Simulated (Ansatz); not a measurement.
Cu (omega (AlB2-type)): energy against volume

The calculation used DFT, BLYP, plane waves (420 eV) with PAW, scalar-relativistic (Ansatz). (PAW data from PBE, frozen cores regenerated.)

The cell is scaled uniformly from the relaxed one, with fractional coordinates and shape fixed. Energies are extrapolated to zero smearing, pressures are those at the given smearing. Magnetic state: spin not included.

A Birch-Murnaghan fit gives V₀ = 12.94 Å³/atom, B₀ = 109 GPa, B₀′ = 5.1.

Question: What are the energy above the minimum and the pressure at 11.907 Å³/atom?

Answer: 33.5 meV/atom and 11.31 GPa as computed.

Question: What are the energy above the minimum and the pressure at 13.978 Å³/atom?

Answer: 24.2 meV/atom and -6.91 GPa as computed.

Question: What are the energy above the minimum and the pressure at 14.495 Å³/atom?

Answer: 50.6 meV/atom and -9.26 GPa as computed.
